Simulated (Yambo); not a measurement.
Cs₂LiLuCl₆ (space group Fm-3m, No. 225), G0W0@PBEsol in Yambo with this input:

```
rim_cut
gw0
dyson
el_el_corr
HF_and_locXC
ppa
em1d
RandQpts= 1000000
RandGvec= 1 Ry
EXXRLvcs= 100 Ry
VXCRLvcs= 400 Ry
Chimod= "HARTREE"
% BndsRnXp
 3 | 310 |
%
NGsBlkXp= 6 Ry
% LongDrXp
 1.0 | 1.0 | 1.0 |
%
PPAPntXp= 27.2114 eV
% GbndRnge
 1 | 310 |
%
GTermKind= "BG"
DysSolver= "n"
ExtendOut
```

On a 2×2×2 mesh, with wavefunctions cut at 100 Ry, the gap (Γ → Γ) is 7.936 eV and the valence edge shifts by -1.680 eV.

### Question
What happens with this change: 3 Ry block?

### Answer
The gap falls by 0.365 eV, to 7.571 eV; the shift of the valence edge becomes -1.485 eV. Neither run is shown to be the converged limit.

Geometry of the Materials Project entry, not relaxed at this level; primitive cell a = b = c = 7.4542 Å, α = β = γ = 60.00°.

The structure is a Materials Project entry; no match was found in the copy of COD used, and its stability was not checked.

A shift is the quasiparticle energy of the state minus its PBEsol energy.
